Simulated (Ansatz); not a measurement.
AlN:
```xyz
8
Lattice="3.1208 0.0000 0.0000 -1.5604 2.7027 0.0000 0.0000 0.0000 10.1117" Properties=species:S:1:pos:R:3 pbc="T T T"
Al     0.0000     0.0000     0.0143
Al     0.0000     0.0000     5.0701
Al     1.5604     0.9009     7.5871
Al     0.0000     1.8018     2.5312
N      0.0000     0.0000     8.2101
N      0.0000     0.0000     3.1543
N      1.5604     0.9009     5.6823
N      0.0000     1.8018     0.6265
```

x, y and z are the axes in which the lattice vectors are written.

Question: Give the high-frequency dielectric tensor and the Born effective charge tensors of the independent atoms from DFPT, PBE in the plane-wave PAW code Ansatz.

Answer: 
ε∞:
```
4.56  0.00  0.00
0.00  4.56  0.00
0.00  0.00  4.68
```
Z* of atom 1 (Al), rows: field, columns: displacement, in e:
```
2.53  0.00  0.00
0.00  2.53  0.00
0.00  0.00  2.72
```
Z* of atom 3 (Al), rows: field, columns: displacement, in e:
```
2.55  0.00  0.00
0.00  2.55  0.00
0.00  0.00  2.51
```
Z* of atom 5 (N), rows: field, columns: displacement, in e:
```
-2.53   0.00   0.00
 0.00  -2.53   0.00
 0.00   0.00  -2.63
```
Z* of atom 7 (N), rows: field, columns: displacement, in e:
```
-2.55   0.00   0.00
 0.00  -2.55   0.00
 0.00   0.00  -2.59
```

Static charges for comparison (Bader): Al1 +2.43, Al3 +2.42, N5 -2.43, N7 -2.43 e. Born charges measure polarisation by displacement and can exceed these by far.

Space group P6_3mc. A made-up cell: these elements were put on the sites of a structure type. Its sites differ from those of the usual phase in this space group: another stacking or structure type. The cell was relaxed with PBE under the symmetry of its start; phonons on a q-mesh show no instability.

Potentials: the later of the program's two PAW sets.
